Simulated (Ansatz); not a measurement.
An element in the fcc structure gives these cold pressures by all-electron LAPW under PBEsol (Ansatz 0.2.0, scalar-relativistic, no spin polarisation).

```json
{"V (Å³/atom)": "13.50", "P (GPa)": "-0.01"}
{"V (Å³/atom)": "12.69", "P (GPa)": "21.4"}
{"V (Å³/atom)": "11.88", "P (GPa)": "52.1"}
{"V (Å³/atom)": "10.80", "P (GPa)": "115.1"}
{"V (Å³/atom)": "9.72", "P (GPa)": "218.7"}
{"V (Å³/atom)": "8.64", "P (GPa)": "392.7"}
{"V (Å³/atom)": "7.43", "P (GPa)": "746.1"}
{"V (Å³/atom)": "6.08", "P (GPa)": "1558"}
```

**Question.** Which element is it?

**Answer.** Rh. Its zero-pressure volume in this structure is near 13.5 Å³/atom; the volume and the steepness of P(V) together point to it, though neighbours can come close. Neighbours weren't tried against these numbers.
